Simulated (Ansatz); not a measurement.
Al3Ni2 (La2O3 or Ni2Al3 type, P-3m1) at seven volumes, the program Ansatz at the r²SCAN level (PAW), shape and atoms relaxed at each. One row is withheld.

| V (Å³/atom) | P (GPa) |
|---|---|
| 12.302 | 16.72 |
| 12.708 | 10.24 |
| 13.114 | 4.71 |
| 13.519 | 0.00 |
| 13.925 | -4.03 |
| 14.330 | -7.46 |
| 14.736 | ? |

Q: Fit the shown pressures and predict the withheld one.

A: P = (3/2)B₀(x^(7/2) − x^(5/2))[1 + (3/4)(B′ − 4)(x − 1)] with x = (V₀/V)^(2/3). Least squares on the six rows gives V₀ = 13.519 Å³/atom, B₀ = 145 GPa, B′ = 4.24. At V = 14.736, x = 0.9442 and P = -10.42 GPa. The run itself gave -10.39 GPa.

The first step of the workflow began from a Materials Project structure, measured or hypothetical; the Crystallography Open Database copy checked does not list it. Whether it is the stable phase at ambient conditions was not checked. The cell was relaxed with r²SCAN under the symmetry of its start; of distortions, only those at the zone centre were tested. No spin polarisation was allowed.

Potentials: the later of the program's two PAW sets.
